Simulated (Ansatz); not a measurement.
**Nuclear-site quantities of YTe as the cell is scaled**

```
Y Te
1.0
     0.00000    3.04750    3.04750
     3.04750    0.00000    3.04750
     3.04750    3.04750    0.00000
Y Te
1 1
Cartesian
  0.0000 0.0000 0.0000
  3.0475 3.0475 3.0475
```

Atoms are numbered in the order listed.

The conventional cell has a = 6.095 Å, b = 6.095 Å, c = 6.095 Å, α = 90.00°, β = 90.00°, γ = 90.00°. Y (atom 1) is surrounded by 6 Te at 3.05 Å. Te (atom 2) has 6 Y at 3.05 Å as nearest neighbours.

The cell is COD entry 9008769, as deposited and not checked against the literature; nothing was relaxed.

Spin polarisation is left out, and whether a magnetic state lies lower isn't shown here.

Spin–orbit coupling is left out, though it moves levels of the heavy atoms by tenths of an eV or more.

Theory: DFT, PBEsol, all-electron PAW with datasets made for the crystal, scalar-relativistic (Ansatz 0.2.0).

Settings: a Γ-centred 12×12×12 k mesh, Fermi–Dirac smearing of 0.05 eV, cutoff 240 eV (chosen by the program for this cell), no spin polarisation.

The contact density is the mean electron density over the nuclear volume; its changes set Mössbauer isomer shifts. Changes below are taken from the unscaled cell, where it is 443206 e/Å³ at Y1, 1.46644e+06 e/Å³ at Te2.

The datasets are made afresh for each cell, so very small changes are uncertain. Scalar relativity leaves out the p1/2 density at heavy nuclei.

Q: Does compression raise or lower the contact density at Te2?

A: It lowers it, by 3.69 e/Å³ over the whole range.

Q: Tabulate the changes with volume.

A: 
| V/V(cell) | P (GPa) | Δρ(0) Y1 (e/Å³) | Δρ(0) Te2 (e/Å³) |
| --- | --- | --- | --- |
| 0.9400 | 4.2 | 0.46 | -1.63 |
| 0.9600 | 2.5 | 0.30 | -1.14 |
| 0.9800 | 0.9 | 0.15 | -0.60 |
| 0.9900 | 0.2 | 0.07 | -0.30 |
| 1.0000 | -0.5 | 0.00 | 0.00 |
| 1.0100 | -1.2 | -0.07 | 0.32 |
| 1.0200 | -1.8 | -0.15 | 0.65 |
| 1.0400 | -2.9 | -0.29 | 1.33 |
| 1.0600 | -3.9 | -0.42 | 2.06 |
